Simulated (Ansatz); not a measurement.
AlIr in space group Cmcm (No. 63; Al on 4c, Ir on 4c), DFT-r²SCAN in the program Ansatz with PAW potentials, all energies at zero smearing, with the estimated change up to a 700 eV cutoff added, with one set of potentials and settings (totals compare only within such a set). Cell of 4 atoms (2 Al, 2 Ir): -24981.064 eV.

```tsv
element	reference phase	E (eV/atom)
Al	Fm-3m, 1 atoms in the cell	-540.4083
Ir	Fm-3m, 1 atoms in the cell	-11948.7272
```

Formation energy per atom, worked out: (-24981.064 − 2×(-540.4083) − 2×(-11948.7272))/4 = -0.698 eV/atom (-67 kJ per mol of atoms), at 0 K, without zero-point energy or fitted corrections.

The start of the workflow was typed in or built on a structure type; neither database checked (COD, Materials Project) lists it. Its standing as an ambient phase is unchecked. The cell was relaxed with r²SCAN under the symmetry of its start; whether a distortion lowers the energy is not shown. The run is not spin-polarised. The references are the lowest solids computed at this level, not always the standard phases. Spin–orbit coupling is left out wherever it is not named.

Potentials: the later of the program's two PAW sets.
